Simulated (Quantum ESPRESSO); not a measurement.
# Planted mistakes on one cell of InHf2O5F

Calculated results; nothing here was measured. They come from pw.x of Quantum ESPRESSO 7.5, a plane-wave density functional program, with PseudoDojo standard norm-conserving files (v0.5 for PBE, v0.4.1 for LDA and PBEsol). The cells are made up: elements, strain and atom displacements were drawn at random, and nothing was relaxed. There is no spin polarisation, spin-orbit coupling or dispersion term.

The hafnium file is less sure than the others, with forces about 3 percent (worst 6) and pressure in oxides about 1.5 GPa (worst 2.7) from a second method in checks, which no rerun with the same files tests.

The cell has 10 sites of a corundum lattice. Sites 1 to 4 hold In Hf Hf empty; sites 5 to 10 hold O O F O O O. Cell vectors in Å: (2.787, 1.472, 4.779); (-2.701, 1.476, 4.729); (0.047, -3.106, 4.805). Settings: PBE, cutoff 1143 eV, 5 x 5 x 5 k mesh shifted by half a step, Fermi-Dirac smearing of 0.025 eV.

The intended run has a self-consistency threshold of 1e-07 eV, a smearing term of 0.000 eV, a pressure of -2.69 GPa and 16 iterations. Each further run changes one thing: all lengths scaled by 0.9911; atoms of sites 6 and 7 exchanged; cutoff 761 eV; files of PBEsol; k mesh 2 x 2 x 2; one electron added; smearing 0.83 eV; threshold 0.7 eV. A coarse mesh keeps the shift, and a charged cell sits in a uniform background.

```
run,change of free energy (eV),smearing term -TS (eV),change of P (GPa),largest change of a force component (eV/Å),iterations
A,-0.602,0.000,0.19,3.773,15
B,-0.010,0.000,0.00,0.028,15
C,0.389,0.000,1.90,0.944,5
D,15.412,0.000,-5.87,0.267,16
E,12.072,-0.015,24.88,0.722,14
F,-0.008,0.000,4.69,0.316,16
G,-0.855,-3.463,3.80,0.472,14
H,1.713,0.000,-15.23,0.034,16
```

A rerun of the intended cell at 1437 eV and k mesh 7 x 7 x 7 moved values by no more than 0.003 eV in the cell's energy, 0.03 GPa in stress and 0.002 eV/Å in force.

Question: which change belongs to which run?

## Worked reading

Run C has the fewest iterations, as a run stopped early does. Run G has the largest smearing term, as wide smearing gives. Run H has a higher energy and the largest fall in pressure, as too small a basis gives. Run F changes the volume by a factor of 0.9735; minus its pressure change over the logarithm of that factor, 175 GPa, is a rough bulk modulus with clamped atoms. Energies from files of another functional, or of a charged cell, have another zero and say nothing on stability; the pressure of a charged cell rests on the program's zero of potential too.

## Key

```
run                            change
  A  atoms of sites 6 and 7 exchanged
  B                  k mesh 2 x 2 x 2
  C                  threshold 0.7 eV
  D                   files of PBEsol
  E                one electron added
  F      all lengths scaled by 0.9911
  G                  smearing 0.83 eV
  H                     cutoff 761 eV
```